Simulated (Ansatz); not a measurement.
A plane-wave DFT run in Ansatz 0.2.0 (scalar-relativistic PAW potentials unless the input names others): input and command.

```yaml
crystal:
  lattice:
    - [3.0588797072, 0.0, 0.0]
    - [0.0, 8.6859414951, 0.0]
    - [0.0, 0.0, 6.7688666804]
  atoms:
    - { symbol: Rb, position: [0.0, 0.0, 0.0] }
    - { symbol: Rb, position: [0.5, 0.5, 0.5] }
    - { symbol: W, position: [0.2476892437, 0.3969013606, 0.0] }
    - { symbol: W, position: [0.7523107563, 0.6030986394, 0.0] }
    - { symbol: W, position: [0.7476892437, 0.1030986394, 0.5] }
    - { symbol: W, position: [0.2523107563, 0.8969013606, 0.5] }
basis:
  ecutwfc: 420
kpoints:
  mp_grid: { grid: [0, 6, 6] }
hamiltonian:
  xc: pbe
scf:
  occupations: { method: gaussian, width: 0.1 }
  max_iter: 100
output:
  forces: true
  eigenvalues: true
  stress: true
```

```bash
ansatz run input.yaml --threads 1 --pin off --max-ram 2560MiB --backend cpu --events-out ev --progress --plain --runs-dir out
```

Problem. What will the program do with this input?

Solution. The program refuses it, because of a mesh with a zero (kpoints.mp_grid.grid: [12, 6, 6] → [0, 6, 6]). With the sound run's settings it is accepted.

Abridged log:
```
Error: invalid value for `kpoints.mp_grid.grid`: each dimension must be in 1..=255
```